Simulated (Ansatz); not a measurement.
Suppose ZrAgO₄ takes space group P4/mmm (No. 123), with Zr on 1a; Ag on 1d; O on 4i. The guess for ZrAgO₄ was made by a generator: ordered mixture on the cation sites of fluorite (occupants of the shared sites, in ratio, Zr: 1, Ag: 1).

All numbers below come from DFT PBE, scalar-relativistic, plane waves, PAW in Ansatz. Cutoff 420 eV, Γ-centred mesh, Gaussian smearing, no spin polarisation.

The zero of energy is the elements' standard structures at the same level (O₂ as a molecule); no fitted shifts are applied.

Problem. Predict the relaxed structure.

Solution.

Space group P4/mmm (No. 123). a = 3.667 Å, b = 3.667 Å, c = 5.193 Å, α = 90.00°, β = 90.00°, γ = 90.00°
```csv
atom,site,symmetry,x,y,z
Zr,1a,4/mmm,0.0000,0.0000,0.0000
Ag,1d,4/mmm,0.5000,0.5000,0.5000
O,4i,2mm.,0.5000,0.0000,0.2368
```

Zr is surrounded by 8 O at 2.21 Å; around Ag lie 8 O at 2.29 Å; O is surrounded by 2 Zr at 2.21 Å, 2 Ag at 2.29 Å and 6 O at 2.46–2.73 Å. Another local minimum with the same sites may exist.

Problem. And its energy and gap?

Solution. The energy over the elements is −1.35 eV/atom and the gap on the 10×10×8 mesh of the 6-atom cell is 0 eV (a metal). It lies below the elements, which doesn't yet make it stable against other compounds or structures.

The last run used Gaussian smearing of 0.10 eV. An odd number of electrons in the primitive cell allows no gap without spin; a larger cell or a magnetic state could open one. The cell is a metal run without spin; a magnetic state may lie lower. A structure relaxed within its symmetry needn't be a true minimum.
